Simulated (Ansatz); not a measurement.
Data sheet: TaP (DFT)

TaP:
```
TaP
1.0
    3.26337     0.00000     0.00000
   -1.63169     2.82616     0.00000
    0.00000     0.00000     3.29777
Ta P
1 1
Direct
  0.66667   0.33333   0.00000
  0.00000   0.00000   0.50000
```

Space group P-6m2 (No. 187); conventional cell a = b = 3.2634 Å, c = 3.2978 Å, α = β = 90.00°, γ = 120.00°.

Method: LDA in the plane-wave PAW code Ansatz. Geometry: relaxed at this level of theory. Other levels are named where they apply.

Cell and energy:

| Item | Value |
|---|---|
| Volume per atom | 15.21 Å³ |
| Density | 11.57 g/cm³ |
| Formation energy from the elements (no fitted shifts) | -1.04 eV/atom |

Electronic structure:

| Property | Result |
|---|---|
| Electronic character | metallic (no gap) |
| Density of states at the Fermi level | 0.14 states/eV per atom (mean over ±0.08 eV) |

Mechanics:

| Quantity | Result |
|---|---|
| Bulk modulus (Birch–Murnaghan fit) | 218 GPa |
| Pressure derivative B′ | 4.1 |
| Elastic constants (relaxed ions, GPa) | C11 = 320, C12 = 129, C13 = 177, C33 = 461, C44 = 222 |
| Mechanical stability | stable (all eigenvalues of C positive) |
| Hill bulk and shear moduli | 224 and 138 GPa |
| Young's modulus | 344 GPa |
| Poisson's ratio | 0.24 |
| Debye temperature from the elastic constants | 461 K |

Phonons:

| Quantity | Result |
|---|---|
| Highest zone-centre frequency | 372 cm⁻¹ |
| Zone-centre stability | no imaginary mode at Γ |

The workflow started from a Materials Project entry (that database holds measured and hypothetical structures alike); the Crystallography Open Database copy checked does not list it. COD files the formula under space group No. 141, so this cell is another polymorph or a model. Whether it is the stable phase at ambient conditions was not checked. The LDA relaxation kept the symmetry of its start. The run is not spin-polarised. As this level gives no gap, shear constants depend on the k-mesh and smearing (Fermi–Dirac, 0.1 eV here). As this level gives no gap, phonon frequencies hold no LO–TO term and depend on the k-mesh and smearing (Fermi–Dirac, 0.1 eV here). The references are the lowest solids computed at this level, not always the standard phases. Scalar-relativistic: spin–orbit coupling is off unless named, which matters more the heavier the elements.

Potentials: the earlier of the program's two PAW sets.
